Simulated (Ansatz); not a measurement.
Relaxed TiSi$_{2}$ (C49 type, space group Cmcm):

```
CELL_PARAMETERS angstrom
      1.77297    -6.78252     0.00000
      1.77297     6.78252     0.00000
      0.00000     0.00000     3.57969
ATOMIC_POSITIONS crystal
  Si 0.94084 0.05916 0.75000
  Si 0.05916 0.94084 0.25000
  Si 0.25028 0.74972 0.75000
  Si 0.74972 0.25028 0.25000
  Ti 0.60320 0.39680 0.75000
  Ti 0.39680 0.60320 0.25000
```

The numbers are results of PBE (plane waves to 420 eV, PAW, scalar-relativistic; Ansatz, a first-principles code), not measurements. k mesh 11×11×11 (Γ-centred), Fermi-Dirac smearing 0.05 eV. With partly filled bands, energies and forces of such displacements shift with the k mesh and the smearing. The PAW data are Ansatz's earlier set. This is one of several known forms of TiSi2; the measured ambient cells at hand have space group No. 70. TiSi2 is run without spin polarisation. TiSi2 was relaxed with its symmetry unable to fall.

One atom of the cell was then moved (with its periodic images), all else fixed, and the forces (eV/Å) came out as:

```tsv
atom	Fx	Fy	Fz
Si1	0.000	0.196	-0.810
Si2	0.000	-0.129	1.982
Si3	0.000	-0.005	0.015
Si4	0.000	0.002	-0.030
Ti5	0.000	-0.048	-1.084
Ti6	0.000	-0.015	-0.074
```

Task: Which atom was moved, and by which vector (Å)?

Result: Si2, by (0.00, 0.00, -0.14), 0.14 Å in all.

(A displaced cell: forces are minus the slopes of the energy, force constants its curvatures, and phonons follow from these.)
